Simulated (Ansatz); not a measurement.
**Y₁₀Al₃Ru: a ladder of calculations**

Cell of run 1: a measured structure from the Crystallography Open Database (COD), taken as it stands.

Space group P6_3/mmc (No. 194); a = 9.5888, c = 9.5942 Å, γ = 120.00°.

| site | Wyckoff | site symmetry | x | y | z |
| --- | --- | --- | --- | --- | --- |
| Y1 | 12k | .m. | 0.2078 | 0.4157 | 0.0591 |
| Y13 | 6h | mm2 | 0.5405 | 0.0809 | 0.2500 |
| Y19 | 2a | -3m. | 0.0000 | 0.0000 | 0.0000 |
| Al | 6h | mm2 | 0.2257 | 0.1128 | 0.2500 |
| Ru | 2c | -6m2 | 0.3333 | 0.6667 | 0.2500 |

One atom of each set is listed.

Relaxed positions (PBE, cell held):

Y1 (0.2075, 0.4149, 0.0595)
Y13 (0.5405, 0.0810, 0.2500)
Y19 (0.0000, 0.0000, 0.0000)
Al (0.2257, 0.1128, 0.2500)
Ru (0.3333, 0.6667, 0.2500)

All runs are DFT with Ansatz 0.2.0 (plane waves and PAW, scalar-relativistic unless spin–orbit coupling is named, Γ-centred meshes, Fermi–Dirac smearing where given) in this cell.

Run 1: PBE, atoms as given; 420 eV, 4×4×4 k-points, smearing 0.05 eV.
Run 2: PBE, atoms relaxed; 420 eV, 4×4×4 k-points, smearing 0.05 eV.
Run 3: r2SCAN, at the relaxed atoms; 500 eV, 4×4×4 k-points, smearing 0.05 eV.
Run 4: PBE, at the relaxed atoms; 550 eV, 4×4×4 k-points, smearing 0.05 eV.

| run | Y13 V_zz (η) | Y19 V_zz (η) | Ru V_zz (η) |
| --- | --- | --- | --- |
| 1 | 1.61 (0.20) | -3.56 (0.00) | 8.04 (0.00) |
| 2 | ? | ? | ? |
| 3 | 1.70 (0.01) | -3.89 (0.00) | 10.25 (0.00) |
| 4 | 1.60 (0.25) | -3.60 (0.00) | 7.94 (0.00) |

V_zz in 10²¹ V/m²; 3 of the 5 sets of like atoms are followed.

**Question.** Estimate the row of run 2.

**Answer.** Y13: 1.60 (0.25); Y19: -3.59 (0.00); Ru: 7.94 (0.00). It lies nearest to run 4, from whose tensors on these sites it differs by 0.00 at most (largest principal value of the difference). Taken one at a time, the functional (r2SCAN with its higher cutoff) moves the tensors on these sites by up to 2.31 (largest principal value of the change, on Ru), the positions of the atoms (as given or relaxed) by 0.10 (Ru), the cutoff by 0.00.

Without spin–orbit coupling (the program notes it for Ru and Y) the gradients can shift somewhat, as the gap is small. With these PAW files V_zz is typically within 2 to 3 % of all-electron values, but misses above 10 % occur on Ru. In runs 1, 2, 3, 4 there is no gap above 0.1 eV, so the gradients can move by 10 % or more with the k-mesh.
